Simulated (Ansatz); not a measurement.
**Profile along the Cr–Cr line in Cr (bcc, W type)**

Cr (bcc, W type)

Space group Im-3m (No. 229); a = b = c = 2.8479 Å, α = β = γ = 90.00°

```tsv
atom	site	symmetry	x	y	z
Cr	2a	m-3m	0.0000	0.0000	0.0000
```
(The calculation used a cell of 1 atom; values per cell refer to that cell.)

Fields along a shortest Cr–Cr line of a {211} plane (2.47 Å), from Cr to Cr, interpolated on the slice's grid (step about 0.1 Å). All values below come from PBE (plane waves to 420 eV, PAW, scalar-relativistic; Ansatz, a quantum-chemistry and plane-wave program). k mesh 23×23×23. Near the nuclei the fields are pseudised (PAW); where an atom keeps semicore shells as valence, they peak there. Cr is run without spin polarisation. Cr was relaxed with its symmetry unable to fall. Real Cr orders magnetically; this run has no moments, which shifts volume and moduli.

| distance from Cr (Å) | valence electron density (e/Å³) | electron localisation function |
|---|---|---|
| 0.00 | 22.69 | x |
| 0.12 | 20.97 | x |
| 0.25 | 16.61 | x |
| 0.37 | 11.36 | x |
| 0.49 | 6.77 | x |
| 0.62 | 3.55 | 0.62 |
| 0.74 | 1.68 | 0.41 |
| 0.86 | 0.80 | 0.25 |
| 0.99 | 0.50 | 0.20 |
| 1.11 | 0.40 | 0.24 |
| 1.24 | 0.38 | 0.27 |
| 1.36 | 0.40 | 0.24 |
| 1.48 | 0.50 | 0.20 |
| 1.61 | 0.80 | 0.25 |
| 1.73 | 1.68 | 0.41 |
| 1.85 | 3.55 | 0.62 |
| 1.98 | 6.77 | x |
| 2.10 | 11.36 | x |
| 2.22 | 16.61 | x |
| 2.35 | 20.97 | x |
| 2.47 | 22.69 | x |

x: too close to a nucleus for the ELF to mean much.

Density on the Cr–Cr line (2.47 Å) at its midpoint: 0.38 e/Å³. ELF at that point: 0.3.
